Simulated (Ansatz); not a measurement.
Here is the system:

Ge (diamond)

```xyz
2
Lattice="0.0000 2.8363 2.8363 2.8363 0.0000 2.8363 2.8363 2.8363 0.0000" Properties=species:S:1:pos:R:3 pbc="T T T"
Ge     2.8363     2.8363     2.8363
Ge     4.2545     4.2545     4.2545
```

In this cell atom 2 (Ge, nearest neighbour Ge at 2.456 Å; its periodic images, 4.0 Å or more away, move with it) is moved by s along Cartesian [111], unit vector (0.577, 0.577, 0.577); all other atoms and the cell stay fixed.

Computed with r2SCAN (plane waves to 500 eV, PAW, scalar-relativistic; Ansatz, an electronic-structure program). k mesh 8×8×8 (Γ-centred), Fermi-Dirac smearing 0.05 eV. Energies are smeared free energies. As the smearing reaches across the gap at some points, energies and forces of such displacements shift with the k mesh and the smearing. Ge was relaxed with its symmetry unable to fall. The PAW data are Ansatz's earlier set. ΔE is measured from the undisplaced structure.

The scan covers s from -0.250 to 0.250 Å in 11 points.

Question: Is the energy the same for displacements of ±0.250 Å, and if not, which side lies higher?

Answer: Not even: the negative side lies higher at ±0.250 Å. With its periodic images moving along, the atom's site symmetry in this cell is -43m.

Question: What is the energy change at s = 0.250 Å?

Answer: 273 meV/cell.

Question: What is the force constant k = d²E/ds² of this move at s = 0?

Answer: 11.6 eV/Å².

Question: With two atoms in the cell this is the zone-centre optical mode. What wavenumber follows?

Answer: 295 cm⁻¹.

(A displaced cell: forces are minus the slopes of the energy, force constants its curvatures, and phonons follow from these.)
